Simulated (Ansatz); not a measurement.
TiW:
```
CELL_PARAMETERS angstrom
      1.55446    -2.24453     0.00000
      1.55446     2.24453     0.00000
      0.00000     0.00000     4.36124
ATOMIC_POSITIONS crystal
  Ti 0.00000 0.00000 0.00000
  W  0.50000 0.50000 0.50000
```

Relaxed with LDA. Special points in fractions of this cell's reciprocal vectors: Γ (0.000, 0.000, 0.000); Y (-0.500, 0.500, 0.000); C0 (-0.370, 0.630, 0.000); Σ0 (0.370, 0.370, 0.000); Z (0.000, 0.000, 0.500); A0 (0.370, 0.370, 0.500); E0 (-0.370, 0.630, 0.500); T (-0.500, 0.500, 0.500); S (0.000, 0.500, 0.000); R (0.000, 0.500, 0.500).

### Question
List the band energies nearest the Fermi level at these points for plane-wave PAW LDA (Ansatz code).

### Answer
In eV from the Fermi level; about four levels below and three above (degenerate sets whole), none deeper than 8.9 eV; points with the same levels are listed once.

```json
[
 {"k": "Γ", "below": "-7.77 -4.26 -2.05", "above": "0.20 0.32 0.80"},
 {"k": "Y", "below": "-4.88 -4.06 -3.49 -1.74", "above": "1.45 3.20 3.86"},
 {"k": "C0", "below": "-3.24 -2.73 -1.88 -0.17", "above": "2.66 2.95 3.54"},
 {"k": "Z", "below": "-6.43 -4.03 -1.67 -0.84", "above": "0.19 0.48 2.18"},
 {"k": "A0", "below": "-1.86 -1.45 -1.39 -0.86", "above": "3.43 3.57 3.62"},
 {"k": "T", "below": "-4.13 -2.99 -1.86 -1.30", "above": "0.34 1.22 1.31"},
 {"k": "S", "below": "-1.88 -1.38 -0.65 -0.03", "above": "2.67 2.75 3.63"},
 {"k": "R", "below": "-4.71 -4.23 -2.14 -1.15", "above": "1.67 1.82 3.06"}
]
```

Space group Cmmm. The first step of the workflow began from a Materials Project structure, measured or hypothetical; the Crystallography Open Database copy checked does not list it. With Ti and W taken as one species the cell has the higher symmetry Im-3m, so it may be an ordered model of a mixed-site phase. Whether it is the stable phase at ambient conditions was not checked. The cell was relaxed with LDA under the symmetry of its start; its stability against distortions is not shown here. No spin polarisation was allowed. Scalar-relativistic: spin–orbit coupling is off unless named, which matters more the heavier the elements.

Potentials: the later of the program's two PAW sets.
